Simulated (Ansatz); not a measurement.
Relaxed TiN (rock salt):

```
CELL_PARAMETERS angstrom
      0.00000     2.10193     2.10193
      2.10193     0.00000     2.10193
      2.10193     2.10193     0.00000
ATOMIC_POSITIONS crystal
  N  0.00000 0.00000 0.00000
  Ti 0.50000 0.50000 0.50000
```

The numbers are results of PBEsol (plane waves to 420 eV, PAW, scalar-relativistic; Ansatz, an electronic-structure program), not measurements. k mesh 15×15×15 (Γ-centred), Fermi-Dirac smearing 0.05 eV. With partly filled bands, energies and forces of such displacements shift with the k mesh and the smearing. The PAW data are Ansatz's earlier set. TiN is run without spin polarisation. TiN was relaxed with its symmetry unable to fall.

One atom of the cell was then moved (with its periodic images), all else fixed, and the forces (eV/Å) came out as:

```
atom      Fx      Fy     Fz
----  ------  ------  -----
N1    -2.710  -2.710  0.000
Ti2    2.710   2.710  0.000
```

With two atoms only their relative shift counts; take Ti2 as fixed.

Problem. Which atom was moved, and by which vector (Å)?

Solution. N1, by (0.24, 0.24, 0.00), 0.34 Å in all.

(For displaced atoms, the force is minus the slope of the energy, and its curvature is a force constant, which sets phonon frequencies.)
